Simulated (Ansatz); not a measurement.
Data:

ZrN (rock salt, space group No. 225), a = b = c = 4.525 Å, α = β = γ = 90.00°; the cell used has 2 atoms.

This is the LDA-relaxed structure.

All from DFT-LDA in the program Ansatz with PAW potentials, unless another level is named. Give the Young's modulus.

422 GPa.

What about the highest zone-centre frequency?

512 cm^-1.

And the elastic constants (relaxed ions, GPa)?

C11 = 618, C12 = 116, C44 = 128.

Space group Fm-3m (rock salt). The cell was relaxed with LDA under the symmetry of its start. No spin polarisation was allowed. With an odd number of electrons in the cell and no spin polarisation, the count alone makes it a metal. As this level gives no gap, shear constants depend on the k-mesh and smearing (Fermi–Dirac, 0.1 eV here). As this level gives no gap, phonon frequencies hold no LO–TO term and depend on the k-mesh and smearing (Fermi–Dirac, 0.1 eV here).

Potentials: the earlier of the program's two PAW sets. The files were generated under PBE; for other functionals the program regenerates the frozen cores, and for LDA and PBEsol the local potential too.
